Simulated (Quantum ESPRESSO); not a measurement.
# Ir4PtScSn2 in 6 site orders

All numbers below are calculated, not measured. They come from Quantum ESPRESSO 7.5, a public plane-wave density functional program. Each row is one single-point run on a made-up periodic cell of eight metal atoms, with elements, volume, strain and displacements drawn at random and not relaxed, so a cell may be unstable or far from any real phase. There is no spin polarisation or spin-orbit coupling.

Settings: PBE unless stated; PseudoDojo standard norm-conserving files; Fermi-Dirac width 0.25 eV, which means electrons at about 2900 K; cutoff 1143 eV; 8 x 5 x 3 k mesh shifted half a step off Gamma. E is the free energy of the whole cell (internal energy minus TS), so a -TS column is already part of it. Stress is positive in tension, and the pressure P is minus a third of its trace.

Checks: one run of this series was repeated at a higher cutoff and on a denser mesh, which moved values by no more than 0.009 eV, 0.12 GPa and 0.013 eV/Å, and a second program with other atomic files agreed on it to 2 % rms in force and 0.5 GPa in pressure. Known limits: the tin pseudopotential is less sure than most, with forces differing by about three percent from a second method on plain tin; heavy elements are run without spin-orbit coupling, which real alloys of them have; a spin test at this wide smearing found no moment, but such smearing suppresses magnetism that the real alloy may have.

The lattice is hexagonal close-packed, and the cell vectors in Å are (2.959, 0.000, 0.000); (0.000, 5.126, 0.000); (0.000, 0.000, 9.489), a volume of 143.94 Å³. The runs put one composition on the same eight displaced sites in different orders. E is counted from run 1, and the rms force is over all 24 components. Nothing is relaxed, so E mixes bonding between neighbours with strain on unrelaxed sites, and it is not an ordering energy.

```
run,elements on sites 1 to 8,E (eV),-TS (eV),rms force (eV/Å),largest force (eV/Å),P (GPa)
1,Ir Sn Pt Sc Ir Sn Ir Ir,0.000,-1.486,1.419,3.77,-1.62
2,Sn Sn Sc Ir Ir Pt Ir Ir,-1.985,-1.286,1.044,2.74,-5.11
3,Ir Ir Sn Ir Sc Pt Ir Sn,-1.554,-1.491,1.123,3.14,?
4,Sn Sc Sn Ir Ir Ir Ir Pt,-1.784,-1.315,1.272,3.63,-3.66
5,Sn Ir Ir Ir Pt Sc Ir Sn,-1.913,-1.276,1.155,3.46,-3.69
6,Sn Sn Ir Ir Ir Pt Sc Ir,-1.479,-1.449,1.087,3.15,-3.17
```

## Worked fit

A straight line through the runs shown gives P = -1.49 + 1.37 E GPa with E in eV, an error of 0.38 on the slope and a scatter of 0.63 GPa. At this fixed volume the orders of higher energy tend to have the higher pressure.

## Withheld value

Question: what pressure should run 3 give?

The fit gives -3.62 ± 0.69 GPa. The calculation gave -3.36 GPa.
